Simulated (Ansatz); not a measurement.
NaH3Se2O6 — ¹⁷O NMR of the central transition

Cell: a computed structure from the Materials Project (it need not be an observed phase), taken as it stands.

```cif
data_NaH3Se2O6
_symmetry_space_group_name_H-M 'P2_1/c'
_symmetry_Int_Tables_number 14
_cell_length_a 4.6900
_cell_length_b 5.9594
_cell_length_c 11.2236
_cell_angle_alpha 90.000
_cell_angle_beta 110.819
_cell_angle_gamma 90.000
loop_
_atom_site_label
_atom_site_type_symbol
_atom_site_symmetry_multiplicity
_atom_site_Wyckoff_symbol
_atom_site_fract_x
_atom_site_fract_y
_atom_site_fract_z
Na Na 2 a 0.0000 0.5000 0.5000
H3 H 2 c 0.0000 0.0000 0.5000
H4 H 4 e 0.1992 0.0272 0.8081
Se Se 4 e 0.3019 0.5920 0.8439
O13 O 4 e 0.5334 0.1554 0.1513
O14 O 4 e 0.8476 0.1318 0.5348
O15 O 4 e 0.9663 0.6461 0.7014
```

One atom of each set is listed.

Computed with Ansatz: DFT, PBE, plane waves and PAW, scalar-relativistic, 420 eV cutoff, Γ-centred 6×4×3 k-points, Fermi–Dirac smearing 0.02 eV.

¹⁷O has I = 5/2 and Q = -25.58 mb (Pyykkö 2018); at 7.05 T its Larmor frequency is ν₀ = 40.7 MHz. Only the quadrupole interaction is simulated: positions count from each site's isotropic chemical shift, and shift anisotropy, dipolar and J coupling are left out.

(1) Simulate the second-order pattern (static powder, Gaussian broadening 2 kHz) of site O13 (1 Se at 1.68 Å; also 1 H at 1.60 Å, 2 Na at 2.64–3.34 Å).

## Answers

(1) The calculation gives C_Q = -8.77 MHz and η = 0.14, so ν_Q = 1.32 MHz and the centre of gravity lies at -281 ppm (-11.4 kHz).

```json
{"offset (kHz)": "-46.88", "height": "0"}
{"offset (kHz)": "-43.67", "height": "22"}
{"offset (kHz)": "-40.45", "height": "64"}
{"offset (kHz)": "-37.24", "height": "74"}
{"offset (kHz)": "-34.03", "height": "100"}
{"offset (kHz)": "-30.81", "height": "96"}
{"offset (kHz)": "-27.60", "height": "71"}
{"offset (kHz)": "-24.38", "height": "62"}
{"offset (kHz)": "-21.17", "height": "56"}
{"offset (kHz)": "-17.96", "height": "53"}
{"offset (kHz)": "-14.74", "height": "50"}
{"offset (kHz)": "-11.53", "height": "49"}
{"offset (kHz)": "-8.31", "height": "48"}
{"offset (kHz)": "-5.10", "height": "48"}
{"offset (kHz)": "-1.89", "height": "47"}
{"offset (kHz)": "1.33", "height": "39"}
{"offset (kHz)": "4.54", "height": "39"}
{"offset (kHz)": "7.76", "height": "42"}
{"offset (kHz)": "10.97", "height": "48"}
{"offset (kHz)": "14.18", "height": "57"}
{"offset (kHz)": "17.40", "height": "85"}
{"offset (kHz)": "20.61", "height": "93"}
{"offset (kHz)": "23.83", "height": "24"}
{"offset (kHz)": "27.04", "height": "0"}
```

At O13 V_zz points along its bond to Se (within 2°).
